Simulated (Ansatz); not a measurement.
This As structure is the end of a relaxation. The cell was found from a structure generator's guess, not taken from experiment.

All numbers below come from DFT PBE+D3(BJ), scalar-relativistic, plane waves, PAW (Ansatz 0.2.0). Cutoff 420 eV, Γ-centred mesh, Gaussian smearing, no spin polarisation.

Only a and b repeat, and vacuum parts the sheet from its images along c.

```xyz
4
Lattice="3.5796 0.0000 0.0000 -1.7898 3.1001 0.0000 0.0000 0.0000 35.3726" Properties=species:S:1:pos:R:3 pbc="T T F"
As    1.7898    1.0334    8.5046
As    0.0000    2.0667    7.1095
As    1.7898    1.0334   12.8905
As    0.0000    2.0667   11.4954
```

Energies count from the standard state of As at the same level.

Task: What layer group does it have?

Result: p-3m1 (No. 72). In-plane cell: a = 3.580 Å, b = 3.580 Å, γ = 120.0°, thickness 5.78 Å between the outermost nuclei. As at height 1.40 Å has 3 As at 2.49 Å; As at height 0.00 Å has 3 As at 2.49 Å.

Task: How far does it lie from the standard state of As?

Result: +0.147 eV/atom. So it is a metastable form at best.

Task: Is it a metal?

Result: No, the gap on the 12×12×1 mesh is 0.73 eV.

The last run used a 12×12×1 mesh for its 4-atom cell and Gaussian smearing of 0.02 eV. Kohn–Sham gaps at this level usually fall short of measured ones. Symmetry constrained the relaxation, so the result can be a saddle point.
